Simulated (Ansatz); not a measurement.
Input and command of a plane-wave DFT calculation in Ansatz:

```yaml
crystal:
  lattice:
    - [2.2729996784, 1.3123169762, 3.89469]
    - [-2.2729996784, 1.3123169762, 3.89469]
    - [0.0, -2.6246339523, 3.89469]
  atoms:
    - { symbol: Bi, position: [0.23389, 0.23389, 0.23389] }
    - { symbol: Bi, position: [0.76611, 0.76611, 0.76611] }
basis:
  ecutwfc: 420
kpoints:
  mp_grid: { grid: [12, 12, 12] }
hamiltonian:
  xc: pbe
scf:
  occupations: { method: gaussian, width: 0.15 }
output:
  forces: true
  stress: true
  eigenvalues: true
```

```bash
ansatz run input.yaml --threads 1 --pin off --max-ram 2560MiB --backend cpu --events-out ev --progress --plain --runs-dir out
```

Processor: Arm Neoverse V2, 1 thread, on a host shared with other jobs.

Question: Estimate time, memory and problem size.

Answer: About 10 s on 1 thread of Arm Neoverse V2, with other jobs on the host, peak memory 0.46 GiB. It solves 19 bands at 189 k points (the mesh reduced by symmetry) with about 1369 plane waves, in 6 SCF iterations.
